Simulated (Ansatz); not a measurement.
Each is relaxed and computed with the program Ansatz at the PBE level (PAW). Which is the only one with a gap?
A. SiSn, NiAs type
B. SiC, Pm-3n (Si on 6c, C on 6d)
C. Y3Si, Fm-3m (Si on 4a, Y on 4b, Y on 8c)
D. TaSi, rock salt

B, SiC, Pm-3n (Si on 6c, C on 6d). SiC: gap 1.88 eV (indirect); TaSi: metal; Y3Si: metal; SiSn: metal. Constructed cells (a structure type filled with these elements, in neither database checked): TaSi, rock salt; Y3Si, Fm-3m (Si on 4a, Y on 4b, Y on 8c); SiSn, NiAs type. Typed or built starts, not in the databases checked: SiC, Pm-3n (Si on 6c, C on 6d). Not the usual ambient phase: SiC, Pm-3n (Si on 6c, C on 6d). Unstable at this level: Y3Si, Fm-3m (Si on 4a, Y on 4b, Y on 8c). All cells were relaxed under the symmetry of their starts (and spin orders); stability against distortions was not tested throughout. Rows with no word on spin ran without spin polarisation. Scalar-relativistic: spin–orbit coupling is off unless named, which matters more the heavier the elements.

Potentials: the later of the program's two PAW sets.
